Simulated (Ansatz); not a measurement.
The geometry is COD entry 7222459, unchecked; take it as a test cell. The listed cell was then made from it by scaling, straining or moving an atom.

Sn: DFT, PBEsol, PAW with Ansatz's default frozen-core files, scalar-relativistic (Ansatz 0.2.0).

The relaxation starts from this cell:

```
CELL_PARAMETERS angstrom
0.00000 3.20068 3.20068
3.20068 0.00000 3.20068
3.20068 3.20068 0.00000
ATOMIC_POSITIONS crystal
Sn 0.00000 0.00000 0.00000
Sn 0.25000 0.25000 0.25000
```

Output:

```
Sn: output.efg is read without spin–orbit coupling, which moves field gradients at and beside such atoms by some per cent and up to a factor of two; PAW files take it under magnetization.noncollinear and magnetization.spin_orbit
Engine: ansatz 0.2.0
Pseudopotentials: kind: paw
Pseudopotential: Sn, paw, valence charge 14, recommended cutoff 420 eV (normal)
Functional definition: PBEsol
  exchange = pbesol_x
  correlation = pbesol_c
Crystal: 2 atoms, lattice volume = 65.578 Å³
Basis set: ecut = 420 eV, 1243 PW (Γ), exchange–correlation on 64×64×64 points (8 copies of the dense FFT grid, shifted against one another)
Bands: 18, of which v1, the nominal top of the filled ones, is band 14 counted from 1 (13 counted from 0)
Symmetry: 48 space group operations
Space group: Fd-3m (ITA 227), of the structure as read, at distance tolerance 4.0e-5 Å
k-points: 35 of 729
Non-local potential: Sn, projectors of the file, l = 0: 2, l = 1: 2, l = 2: 2, l = 3: 2
PAW form: soft (Blöchl's): semilocal exchange-correlation on the pseudo side does not see the compensation charge
PAW frozen core: Sn, regenerated for the run's functional, and the local potential with it (the file was generated under x = pbe(κ = 0.804, μ = 0.2195149727645171), c = pbe(β = 0.06672455060314922))
PAW one-centre angular grid: Sn, 590 points (default); XC on 64 Gauss nodes
Initial density: superposition of atomic densities (neutral atoms: chi_scale 0, normalization atom), corrected by the library's trained network
Initial wavefunctions: pseudopotential atomic-orbital guess
Functional: x = pbesol(κ = 0.804, μ = 0.12345679012345678), c = pbesol(β = 0.046)
SCF iter   1: F=—  HF=-11899.465999 eV  |F-HF|=—  |Δ(HF+E_count)|=         —  Δρ=2.48e-3  dr2=3.25e-3  ethr=1.77e-3  ⟨swp⟩=6.0  Hψ=3400  notcnv=0
preconditioner: auto → none  [insulator: Δε(μ)=0.210 eV  Ē_g=20.176 eV  σ=0.050 eV  W_gap=0.68  n_scr=14 (ndim 8)  ℏωp=24.3 eV  f_vac=0.086  D(μ)=0.16/eV (n_scr^D=0)  ε∞_Penn≈2.4]
SCF iter   2: F=—  HF=-11899.463420 eV  |F-HF|=—  |Δ(HF+E_count)|=   2.58e-3  Δρ=8.65e-4  dr2=3.00e-4  ethr=1.16e-5  ⟨swp⟩=2.8  Hψ=1515  notcnv=0
SCF iter   3: F=—  HF=-11899.463585 eV  |F-HF|=—  |Δ(HF+E_count)|=   1.65e-4  Δρ=1.88e-4  dr2=1.87e-5  ethr=1.07e-6  ⟨swp⟩=2.0  Hψ=1119  notcnv=0
SCF iter   4: F=—  HF=-11899.463609 eV  |F-HF|=—  |Δ(HF+E_count)|=   2.44e-5  Δρ=1.15e-4  dr2=6.07e-6  ethr=6.68e-8  ⟨swp⟩=2.0  Hψ=1124  notcnv=0
SCF iter   5: F=—  HF=-11899.463606 eV  |F-HF|=—  |Δ(HF+E_count)|=   3.05e-6  Δρ=2.39e-5  dr2=2.89e-7  ethr=2.17e-8  ⟨swp⟩=2.0  Hψ=1070  notcnv=0
SCF iter   6: F=-11899.463606 eV  HF=-11899.463606 eV  |F-HF|=3.19e-9  |Δ(HF+E_count)|=   1.35e-7  Δρ=2.21e-6  dr2=3.04e-9  ethr=3.57e-10  ⟨swp⟩=5.0  Hψ=2360  notcnv=0
SCF 1 converged in 6 iterations: F = -11899.463606 eV  dr2 = 3.04e-9
  greatest PAW one-centre occupation: 0.991 electrons in one spin orbital (limit 2), on the Sn atom at site 1 (counted from 0), in its partial waves of l = 2
relax step   1: F+E_penalty+E_count = -11899.46360602 eV  Δ(F+E_penalty+E_count) = +0.000e0 eV  max|allowed force component| = 1.330e-17 eV/Å  Δτ_max = 0.0000 Å  P = +3.125 GPa  Ω = 65.578 Å³  (6 SCF iters, dr2 threshold 1.00e-7 eV, accepted)
Crystal: 2 atoms, lattice volume = 73.030 Å³
Basis set: ecut = 420 eV, 1411 PW (Γ), exchange–correlation on 64×64×64 points (8 copies of the dense FFT grid, shifted against one another)
Initial density: handed on by an earlier stage of this run
Initial wavefunctions: those handed on with the density
iter 1 solved again at ethr=3.13e-5 eV; its pass at ethr=3.10e-3 eV (dr2=8.76e-3 eV) is discarded
SCF iter   1: F=—  HF=-11899.485227 eV  |F-HF|=—  |Δ(HF+E_count)|=         —  Δρ=3.28e-3  dr2=8.77e-3  ethr=3.13e-5  ⟨swp⟩=2.1  Hψ=4348  notcnv=0
preconditioner: auto → none  [insulator: Δε(μ)=0.111 eV  Ē_g=19.848 eV  σ=0.050 eV  W_gap=0.50  n_scr=14 (ndim 8)  ℏωp=23.0 eV  f_vac=0.125  D(μ)=0.41/eV (n_scr^D=0)  ε∞_Penn≈2.3]
SCF iter   2: F=—  HF=-11899.486073 eV  |F-HF|=—  |Δ(HF+E_count)|=   8.45e-4  Δρ=1.63e-3  dr2=1.96e-3  ethr=3.13e-5  ⟨swp⟩=1.1  Hψ=635  notcnv=0
SCF iter   3: F=—  HF=-11899.486632 eV  |F-HF|=—  |Δ(HF+E_count)|=   5.60e-4  Δρ=1.29e-4  dr2=7.58e-6  ethr=7.01e-6  ⟨swp⟩=2.0  Hψ=773  notcnv=0
SCF iter   4: F=—  HF=-11899.486641 eV  |F-HF|=—  |Δ(HF+E_count)|=   8.10e-6  Δρ=1.78e-5  dr2=5.57e-7  ethr=2.71e-8  ⟨swp⟩=2.5  Hψ=950  notcnv=0
SCF iter   5: F=-11899.486640 eV  HF=-11899.486641 eV  |F-HF|=9.04e-9  |Δ(HF+E_count)|=   2.80e-8  Δρ=5.48e-6  dr2=1.60e-8  ethr=7.14e-10  ⟨swp⟩=5.0  Hψ=2254  notcnv=0
SCF 2 converged in 5 iterations: F = -11899.486640 eV  dr2 = 1.60e-8
relax step   2: F+E_penalty+E_count = -11899.48664050 eV  Δ(F+E_penalty+E_count) = -2.303e-2 eV  max|allowed force component| = 7.662e-18 eV/Å  Δτ_max = 0.0000 Å  P = -1.581 GPa  Ω = 73.030 Å³  energy of the carried Pulay correction = -1.318e-3 eV  (5 SCF iters, dr2 threshold 2.00e-7 eV, accepted)
Crystal: 2 atoms, lattice volume = 70.345 Å³
Basis set: ecut = 420 eV, 1363 PW (Γ), exchange–correlation on 64×64×64 points (8 copies of the dense FFT grid, shifted against one another)
iter 1 solved again at ethr=3.57e-6 eV; its pass at ethr=3.10e-3 eV (dr2=1.00e-3 eV) is discarded
SCF iter   1: F=—  HF=-11899.502584 eV  |F-HF|=—  |Δ(HF+E_count)|=         —  Δρ=1.14e-3  dr2=1.01e-3  ethr=3.57e-6  ⟨swp⟩=2.6  Hψ=4336  notcnv=0
preconditioner: auto → none  [insulator: Δε(μ)=0.153 eV  Ē_g=19.972 eV  σ=0.050 eV  W_gap=0.58  n_scr=14 (ndim 8)  ℏωp=23.4 eV  f_vac=0.082  D(μ)=0.33/eV (n_scr^D=0)  ε∞_Penn≈2.4]
SCF iter   2: F=—  HF=-11899.502568 eV  |F-HF|=—  |Δ(HF+E_count)|=   1.54e-5  Δρ=5.55e-4  dr2=2.04e-4  ethr=3.57e-6  ⟨swp⟩=1.0  Hψ=630  notcnv=0
SCF iter   3: F=—  HF=-11899.502601 eV  |F-HF|=—  |Δ(HF+E_count)|=   3.26e-5  Δρ=4.74e-5  dr2=8.19e-7  ethr=7.27e-7  ⟨swp⟩=2.0  Hψ=755  notcnv=0
SCF iter   4: F=—  HF=-11899.502598 eV  |F-HF|=—  |Δ(HF+E_count)|=   2.59e-6  Δρ=4.39e-6  dr2=1.09e-8  ethr=7.14e-10  ⟨swp⟩=5.0  Hψ=2240  notcnv=0
SCF iter   5: F=-11899.502598 eV  HF=-11899.502598 eV  |F-HF|=1.96e-9  |Δ(HF+E_count)|=   3.32e-9  Δρ=1.81e-6  dr2=2.51e-9  ethr=3.89e-11  ⟨swp⟩=2.5  Hψ=2033  notcnv=0
SCF 3 converged in 5 iterations: F = -11899.502598 eV  dr2 = 2.51e-9
relax step   3: F+E_penalty+E_count = -11899.50259837 eV  Δ(F+E_penalty+E_count) = -1.596e-2 eV  max|allowed force component| = 2.226e-17 eV/Å  Δτ_max = 0.0000 Å  P = -0.217 GPa  Ω = 70.345 Å³  energy of the carried Pulay correction = -8.598e-4 eV  (5 SCF iters, dr2 threshold 2.00e-7 eV, accepted)
Crystal: 2 atoms, lattice volume = 69.985 Å³
iter 1 solved again at ethr=1.70e-7 eV; its pass at ethr=3.10e-3 eV (dr2=4.75e-5 eV) is discarded
SCF iter   1: F=—  HF=-11899.502918 eV  |F-HF|=—  |Δ(HF+E_count)|=         —  Δρ=1.59e-4  dr2=1.96e-5  ethr=1.70e-7  ⟨swp⟩=3.0  Hψ=3843  notcnv=0
preconditioner: auto → none  [insulator: Δε(μ)=0.153 eV  Ē_g=19.990 eV  σ=0.050 eV  W_gap=0.56  n_scr=14 (ndim 8)  ℏωp=23.5 eV  f_vac=0.086  D(μ)=0.32/eV (n_scr^D=0)  ε∞_Penn≈2.4]
SCF iter   2: F=—  HF=-11899.502917 eV  |F-HF|=—  |Δ(HF+E_count)|=   8.08e-7  Δρ=7.75e-5  dr2=3.99e-6  ethr=7.01e-8  ⟨swp⟩=1.0  Hψ=630  notcnv=0
SCF iter   3: F=-11899.502918 eV  HF=-11899.502918 eV  |F-HF|=1.09e-8  |Δ(HF+E_count)|=   7.62e-7  Δρ=5.78e-6  dr2=1.56e-8  ethr=4.22e-10  ⟨swp⟩=3.7  Hψ=2541  notcnv=0
SCF 4 converged in 3 iterations: F = -11899.502918 eV  dr2 = 1.56e-8
relax step   4: F+E_penalty+E_count = -11899.50291827 eV  Δ(F+E_penalty+E_count) = -3.199e-4 eV  max|allowed force component| = 2.082e-17 eV/Å  Δτ_max = 0.0000 Å  P = -0.010 GPa  Ω = 69.985 Å³  energy of the carried Pulay correction = -7.968e-4 eV  (3 SCF iters, dr2 threshold 1.18e-7 eV, accepted)
Initial wavefunctions: pseudopotential atomic-orbital guess (no wavefunctions were taken with the density)
iter 1 solved again at ethr=3.31e-7 eV; its pass at ethr=3.10e-3 eV (dr2=9.27e-5 eV) is discarded
SCF iter   1: F=—  HF=-11899.503685 eV  |F-HF|=—  |Δ(HF+E_count)|=         —  Δρ=5.89e-5  dr2=4.06e-7  ethr=3.31e-7  ⟨swp⟩=2.6  Hψ=4795  notcnv=0
SCF iter   2: F=—  HF=-11899.503684 eV  |F-HF|=—  |Δ(HF+E_count)|=   8.55e-7  Δρ=2.67e-5  dr2=8.82e-8  ethr=1.45e-9  ⟨swp⟩=2.0  Hψ=1120  notcnv=0
SCF iter   3: F=—  HF=-11899.503684 eV  |F-HF|=—  |Δ(HF+E_count)|=   1.45e-7  Δρ=7.23e-6  dr2=5.47e-9  ethr=3.15e-10  ⟨swp⟩=2.0  Hψ=769  notcnv=0
SCF iter   4: F=—  HF=-11899.503684 eV  |F-HF|=—  |Δ(HF+E_count)|=   1.37e-8  Δρ=7.68e-7  dr2=1.49e-10  ethr=1.95e-11  ⟨swp⟩=2.0  Hψ=1123  notcnv=0
SCF iter   5: F=-11899.503684 eV  HF=-11899.503684 eV  |F-HF|=7.28e-12  |Δ(HF+E_count)|=  1.15e-10  Δρ=9.76e-8  dr2=3.01e-12  ethr=1.00e-12  ⟨swp⟩=6.1  Hψ=2512  notcnv=0
SCF 5 converged in 5 iterations: F = -11899.503684 eV  dr2 = 3.01e-12
relax step   5: F+E_penalty+E_count = -11899.50368415 eV  Δ(F+E_penalty+E_count) = -7.659e-4 eV  max|allowed force component| = 4.626e-18 eV/Å  Δτ_max = 0.0000 Å  P = -0.013 GPa  Ω = 69.985 Å³  stress off target by 1.34e-2 GPa  SCF on the basis re-selected at this cell (its energy is not comparable with the rows above)  (5 SCF iters)
basis re-selected at this cell: Δ(F+E_penalty+E_count) = -7.659e-4 eV, ΔP = -0.004 GPa vs the last step (what re-selecting the basis moved, of the pressure what is left beyond the Pulay correction that the steps carried, after the strain that the cell walked since its last selection, with what the two solves' SCF thresholds leave and, on support functions, any second-order correction that the steps lacked; it is no measure of the basis error at this ecutwfc). This SCF's stress stands 1.34e-2 GPa from its target on what of the cell is left free (relax.cell.stress_tol is 5.00e-2 GPa) and its largest allowed force component is 4.63e-18 eV/Å (relax.f_tol is 5.00e-3 eV/Å): within both
SCF converged after 5 iterations
Free energy (F): -11899.503684 eV
Harris-Foulkes:  -11899.503684 eV  (|F-HF|=7.28e-12)
Internal energy: -11899.501060 eV  (E = F + TS)
E sigma→0 (E₀):  -11899.502372 eV
Entropy (-TS):   -0.002624 eV (-1.312 meV/atom)
Fermi energy:    7.315358 eV
--- Per-component energies (eV) ---
  E_band       = -258.326087
  E_kinetic    = 374.978243
  E_local      = -2334.227378  (includes V_loc(G=0)·N_el)
  E_nonlocal   = -60.444750
  E_hartree    = 1333.956742
  E_xc         = -757.327314
  E_vxc        = -192.597187  (∫ρ·V_xc dr)
  E_paw        = -8132.926024  (= ΣΔE_a)
  E_vpaw       = -713.948444  (= ΣTr[D̂ρ^β])
  E_aug_tail   = -0.000001  (compensation charges beyond the density's cutoff)
  E_ewald      = -2324.080257
  E_core_change = 0.569680  (= ΣΔE_core)
  E_smearing   = -0.002624  (= −TS)
  E_closure    = 0.000000  (closes the sum)
  Σ components = -11899.503684   (vs F -11899.503684, Δ=0.00e0)
--- Forces (eV/Å), atoms counted from 1 ---
  atom   1  Sn     0.00000000     0.00000000    -0.00000000
  atom   2  Sn     0.00000000     0.00000000     0.00000000
  max |Σ_I F_I| component: 4.63e-17 eV/Å
--- Stress (GPa, compression-positive) ---
       -0.013388      -0.000000      -0.000000
       -0.000000      -0.013388       0.000000
       -0.000000       0.000000      -0.013388
  P = ⅓ Tr σ = -0.0134 GPa (-0.134 kbar)
--- PAW observables at the nuclei: V_zz in 10²¹ V/m², potentials from the cell's mean, atoms counted from 1 ---
  atom   1  Sn V_zz =    +0.000000   η = 0.0000   by run symmetry: forbidden
            electrostatic potential = -8170.403321 V   contact ρ = 1234589.697576 e/Å³
  atom   2  Sn V_zz =    +0.000000   η = 0.0000   by run symmetry: forbidden
            electrostatic potential = -8170.403321 V   contact ρ = 1234589.697576 e/Å³
--- Relaxed structure (4 steps of the walk, 4 accepted, 1 SCFs on fresh bases) ---
  F+E_penalty+E_count = -11899.50368415 eV   max|allowed force component| = 4.626e-18 eV/Å   (the final SCF, on the basis selected at the relaxed cell)
  cell:  # Å, volume = 69.9846 Å³
    - [2.165533236346969e-34, 3.2708260488737833, 3.2708260488737833]
    - [3.2708260488737833, -1.4983578506599935e-33, 3.2708260488737833]
    - [3.2708260488737833, 3.2708260488737833, -2.0699948883638345e-35]
  atoms:
    - { symbol: Sn, position: [1.97127662970494e-34, -4.1682001868164885e-35, -2.9240081009772795e-34] }
    - { symbol: Sn, position: [0.24999999999999997, 0.24999999999999997, 0.24999999999999997] }
```
